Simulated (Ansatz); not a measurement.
Level of theory: Ansatz 0.2.0, DFT PBE, scalar-relativistic, plane waves, PAW. Cutoff 420 eV, Γ-centred meshes of about 0.25 Å⁻¹ or finer for metals and 0.3 Å⁻¹ for insulators (2π included), Gaussian smearing. These runs have no spin polarisation.

A search over trial structures of Mg3TiN3 gave this relaxed cell.

```
Mg Ti N
1.0
     4.30445    0.00000    0.00000
     0.00000    4.30445    0.00000
     0.00000    0.00000    4.30445
Mg Ti N
3 1 3
Direct
  0.00000 0.50000 0.50000
  0.50000 0.00000 0.50000
  0.50000 0.50000 0.00000
  0.00000 0.00000 0.00000
  0.50000 0.00000 0.00000
  0.00000 0.50000 0.00000
  0.00000 0.00000 0.50000
```

Wave vectors count in units of this cell's reciprocal vectors.

Question: Does it survive phonon and random-displacement tests?

Answer: No. The phonons on a 2×2×2 q mesh of the computed 7-atom cell go imaginary, to 207i cm⁻¹ at q = (0.00, 0.00, 0.00). (Phonon run: 8×8×8 k mesh, Gaussian smearing of 0.10 eV.) With atoms moved at random and symmetry off, it falls by 7 meV/atom into R3m (No. 160). Conventional cell: a = 6.116 Å, c = 7.508 Å. Mg is surrounded by 4 N at 2.14–2.19 Å, 4 Ti at 2.93–3.20 Å and 8 Mg at 3.03–3.09 Å; around Ti lie 3 N at 2.00 Å, 3 N at 2.34 Å and 12 Mg at 2.93–3.20 Å; N has 1 Ti at 2.00 Å, 4 Mg at 2.14–2.19 Å and 1 Ti at 2.34 Å.

```cif
data_structure
_symmetry_space_group_name_H-M 'R3m:H'
_symmetry_Int_Tables_number 160
_cell_length_a 6.1156
_cell_length_b 6.1156
_cell_length_c 7.5084
_cell_angle_alpha 90.000
_cell_angle_beta 90.000
_cell_angle_gamma 120.000
_cell_volume 243.20
loop_
_atom_site_label
_atom_site_type_symbol
_atom_site_symmetry_multiplicity
_atom_site_Wyckoff_symbol
_atom_site_fract_x
_atom_site_fract_y
_atom_site_fract_z
_atom_site_occupancy
Mg1 Mg 9 b 0.16828 0.83172 0.33328 1
Ti1 Ti 3 a 0.33333 0.66667 0.69015 1
N1 N 9 b 0.50417 0.49583 0.49225 1
```

Phonons of metals hang on the k mesh and the smearing.
